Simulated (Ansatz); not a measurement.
**Question.** Each is relaxed and computed with plane-wave PAW HSE06 (Ansatz code). Which is the only one with a gap?
A. SiNi3, Cu3Au type
B. HfSi, rock salt
C. TiGe, rock salt
D. NiO, rock salt

**Answer.** D, NiO, rock salt. NiO: gap 4.51 eV (indirect); HfSi: metal; SiNi3: metal; TiGe: metal. Spin orders computed, not proven ground states: NiO, rock salt antiferromagnetic. Constructed cells (a structure type filled with these elements, in neither database checked): HfSi, rock salt; TiGe, rock salt. Began spin-polarised and lost the moments: SiNi3, Cu3Au type. All cells were relaxed under the symmetry of their starts (and spin orders); stability against distortions was not tested throughout. Cells of antiferromagnets are given as chemical subcells. Rows with no word on spin ran without spin polarisation. Spin–orbit coupling is left out wherever it is not named.

Potentials: the later of the program's two PAW sets.
